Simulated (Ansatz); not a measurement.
**How much do the gradients of Bi2S3 depend on the method?**

Cell: an entry of the Crystallography Open Database (COD) whose atoms were relaxed with PBE, the cell held.

```cif
data_Bi2S3
_symmetry_space_group_name_H-M 'Pnma'
_symmetry_Int_Tables_number 62
_cell_length_a 11.3190
_cell_length_b 3.9920
_cell_length_c 11.1700
_cell_angle_alpha 90.000
_cell_angle_beta 90.000
_cell_angle_gamma 90.000
loop_
_atom_site_label
_atom_site_type_symbol
_atom_site_symmetry_multiplicity
_atom_site_Wyckoff_symbol
_atom_site_fract_x
_atom_site_fract_y
_atom_site_fract_z
Bi1 Bi 4 c 0.3383 0.2500 0.4682
Bi5 Bi 4 c 0.4870 0.7500 0.1751
S9 S 4 c 0.2841 0.7500 0.3075
S13 S 4 c 0.3779 0.2500 0.0564
S17 S 4 c 0.5499 0.2500 0.3708
```

One atom of each set is listed.

First run. Level of theory: DFT, PBE, plane waves and PAW, scalar-relativistic, 420 eV cutoff, Γ-centred 3×7×3 k-points, Fermi–Dirac smearing 0.02 eV (Ansatz 0.2.0).

```json
{"site": "Bi1", "V_zz (10²¹ V/m²)": "-19.20", "η": "0.08"}
{"site": "Bi5", "V_zz (10²¹ V/m²)": "-7.55", "η": "0.99"}
{"site": "S9", "V_zz (10²¹ V/m²)": "-2.59", "η": "0.33"}
{"site": "S13", "V_zz (10²¹ V/m²)": "-8.84", "η": "0.16"}
{"site": "S17", "V_zz (10²¹ V/m²)": "4.14", "η": "0.94"}
```

Second run. The same atoms and settings, except that the functional is r2SCAN and the cutoff is 500 eV.

Question: What does the second run give?

Answer: 

```json
{"site": "Bi1", "V_zz": "-21.9", "η": "0.08", "change of V_zz": "-2.69"}
{"site": "Bi5", "V_zz": "8.77", "η": "0.98", "change of V_zz": "–"}
{"site": "S9", "V_zz": "-2.75", "η": "0.20", "change of V_zz": "-0.16"}
{"site": "S13", "V_zz": "-8.93", "η": "0.18", "change of V_zz": "-0.09"}
{"site": "S17", "V_zz": "4.51", "η": "0.84", "change of V_zz": "+0.37"}
```

The largest change of V_zz along a kept axis is on Bi1, from -19.20 to -21.9. In per cent, |V_zz| changes by +14 on Bi, +1 to +9 on S (all sites that start above 0.5, bar those whose gradient vanishes or changes sign or whose main axis turns by over 40°). On Bi5 the largest principal value lies along another axis in the second run, so the two V_zz can't be compared directly.

Spin–orbit coupling is left out, which shifts gradients on Bi by a few per cent, and by more where contributions nearly cancel.
